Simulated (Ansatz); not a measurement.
# Notes on AgB$_{2}$Ru$_{2}$

```
Ag Ru B
1.0
     0.00000    3.43882    0.00000
     3.43882    0.00000    0.00000
     1.71941    1.71941   -4.85756
Ag Ru B
1 2 2
Direct
  0.00000 0.00000 0.00000
  0.75000 0.25000 0.50000
  0.25000 0.75000 0.50000
  0.37500 0.37500 0.25000
  0.62500 0.62500 0.75000
```

The numbers come from plane-wave PAW DFT (Ansatz): PBEsol, spin-orbit coupling, 420 eV, 6×6×6 Γ-centred k points, fermi-dirac occupations (width 0.0552 eV). Nothing was relaxed.

The state carries no moments; the state need not be the lowest.

Problem. Where is the largest force?

Solution. The largest is on B5 (and as large on other atoms): 1.19 eV/Å, components (0.00, 0.00, -1.19). It makes 125° with the line to a nearest neighbour, Ru2 at 2.11 Å.

Problem. Is the cell too large or too small?

Solution. The pressure is 23.3 GPa (compression positive), so with the atoms held at these fractions the cell would first expand; the forces are large, so a full relaxation may end otherwise. The principal stresses -5.3, 37.6, 37.6 GPa differ, so its shape would change too.

Problem. How is the charge shared?

Solution. Bader charges in e: Ag +0.27, B -0.11, Ru -0.03. In the mean Ag gives up most and B takes most.

Problem. Metal or insulator?

Solution. It is a metal, with about 3.9 states/eV a cell as the mean within 0.25 eV of the Fermi level, mostly Ru d (73 %) and B p (15 %).

Origin: a known structure type with other elements, at an estimated volume, so it need not be a known compound. Caveats: started without moments under time reversal, so no moment could form; the k mesh is coarse if the cell is a metal; atoms or cell far from equilibrium.
